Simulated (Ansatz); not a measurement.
MgS:
Space group P6₃mc (No. 186); a = 4.0276 Å, b = 4.0276 Å, c = 6.4202 Å, α = 90.00°, β = 90.00°, γ = 120.00°

```
atom  site  symmetry       x       y       z
----  ----  --------  ------  ------  ------
Mg      2b       3m.  0.6667  0.3333  0.4964
S       2b       3m.  0.3333  0.6667  0.3786
```

Relaxed with PBEsol. PBEsol in the plane-wave PAW code Ansatz gives a gap of 3.31 eV.

Q: What gap does HSE06 give on the same cell (Ansatz, PAW)?

A: 4.54 eV, 1.24 eV more. The hybrid was solved on a coarser mesh and at special points; its gap is the smallest among all of these.

| k | v1 PBEsol | c1 PBEsol | v1 HSE06 | c1 HSE06 |
|---|---|---|---|---|
| Γ | 0.00 | 3.31 | 0.00 | 4.54 |
| A | -0.37 | 4.80 | -0.39 | 6.06 |
| K | -1.38 | 4.67 | ___ | ___ |
| H | -0.53 | 5.68 | ___ | ___ |
| M | -0.46 | 4.59 | ___ | ___ |
| L | -0.82 | 4.50 | ___ | ___ |

Q: Top valence (v1) and lowest conduction level (c1) in eV from each method's valence maximum (which need not be a listed point): supply the withheld HSE06 values.

A: 
- H, v1 HSE06: -0.57
- H, c1 HSE06: 6.94
- K, v1 HSE06: -1.46
- K, c1 HSE06: 5.86
- L, v1 HSE06: -0.87
- L, c1 HSE06: 5.70
- M, v1 HSE06: -0.50
- M, c1 HSE06: 5.79

Cost on shared cores: the PBEsol run (SCF on a 8×8×5 mesh, then bands and DOS) around 40 core-seconds (rough), the HSE06 run (SCF on 6×6×3, then a few points) roughly 4 core-minutes; the tasks are unlike.

Space group P6_3mc (wurtzite). The first step of the workflow began from a Materials Project structure, measured or hypothetical; the Crystallography Open Database copy checked does not list it. COD files the formula under space group No. 225, so this cell is another polymorph or a model. Its standing as an ambient phase is unchecked. The cell was relaxed with PBEsol under the symmetry of its start; phonons on a q-mesh show no instability.

Potentials: the later of the program's two PAW sets.
